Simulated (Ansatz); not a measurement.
Data:

WC:
```yaml
crystal:
  lattice:
    - [0.00000, 2.33039, 2.33039]
    - [2.33039, 0.00000, 2.33039]
    - [2.33039, 2.33039, 0.00000]
  atoms:
    - { symbol: W, position: [0.00000, 0.00000, 0.00000] }
    - { symbol: C, position: [0.25000, 0.25000, 0.25000] }
```

This is the PBEsol-relaxed structure.

**Question.** All from the program Ansatz at the PBEsol level (PAW), unless another level is named. Give the highest zone-centre frequency.

**Answer.** 618 cm⁻¹.

**Question.** What about the Poisson's ratio?

**Answer.** 0.45.

**Question.** Next, the elastic constants (relaxed ions, GPa)?

**Answer.** C11 = 342, C12 = 248, C44 = 17.7.

Space group F-43m (zinc blende). The start of the workflow was typed in or built on a structure type; neither database checked (COD, Materials Project) lists it. It is not the phase usual at ambient conditions (space group No. 187). The PBEsol relaxation kept the symmetry of its start; whether a distortion lowers the energy is not shown. No spin polarisation was allowed. Its formation energy is positive at this level, so the cell may be metastable or incomplete. As this level gives no gap, shear constants depend on the k-mesh and smearing (Fermi–Dirac, 0.1 eV here). As this level gives no gap, phonon frequencies hold no LO–TO term and depend on the k-mesh and smearing (Fermi–Dirac, 0.1 eV here). Scalar-relativistic: spin–orbit coupling is off unless named, which matters more the heavier the elements.

Potentials: the earlier of the program's two PAW sets. The files were generated under PBE; for other functionals the program regenerates the frozen cores, and for LDA and PBEsol the local potential too.
